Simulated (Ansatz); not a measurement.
The start is a randomly generated symmetric cell of Sb (space group No. 123). Cell shape, volume and atoms are optimised at zero target pressure with PBEsol (plane waves to 420 eV, PAW, scalar-relativistic; Ansatz, an electronic-structure program). The first steps use a coarse 14×14×6 k-mesh.

Input geometry:
```
Sb
1.0
    2.35780     0.00000     0.00000
    0.00000     2.35780     0.00000
    0.00000     0.00000     5.63257
Sb
1
Direct
  0.00000   0.00000   0.00000
```

### Question
What pressure does the first self-consistent step give?

### Answer
+65.8 GPa (positive: the cell is compressed).

### Question
What symmetry does the relaxed structure have?

### Answer
The space group goes from P4/mmm (No. 123) to Pm-3m (No. 221); the end is simple cubic type, with 1 atom in the primitive cell.

### Question
How much energy is released per atom?

### Answer
3.75 to 3.79 eV/atom (the two k-meshes of the run give this range).

### Question
How does the volume per atom move from start to end?

### Answer
-8.6 %, from 31.31 to 28.63 Å³/atom.

### Question
How do the shortest distances between atoms change?

### Answer
The closest pairs of elements (up to four, under 3.6 Å), start → end: Sb–Sb 2.36 → 3.06 Å.

### Question
Write out the relaxed structure.

### Answer

Space group Pm-3m (No. 221); a = 3.059 Å, b = 3.059 Å, c = 3.059 Å, α = 90.00°, β = 90.00°, γ = 90.00°

```tsv
atom	site	symmetry	x	y	z
Sb	1a	m-3m	0.0000	0.0000	0.0000
```

Final values are on a 15×15×15 k-mesh of the relaxed cell. No spin polarisation in the result. The relaxed primitive cell holds an odd number of electrons. A magnetic state may lie lower.

The run could not lose the symmetry of its start: the end is stationary, and may be a saddle point rather than a minimum.

The relaxed structure here is a generated cell of Sb: the first start was made by a random draw of sites in a space group, and the end was not matched to a known phase here, so it may be hypothetical. Known forms of Sb include space group No. 166.
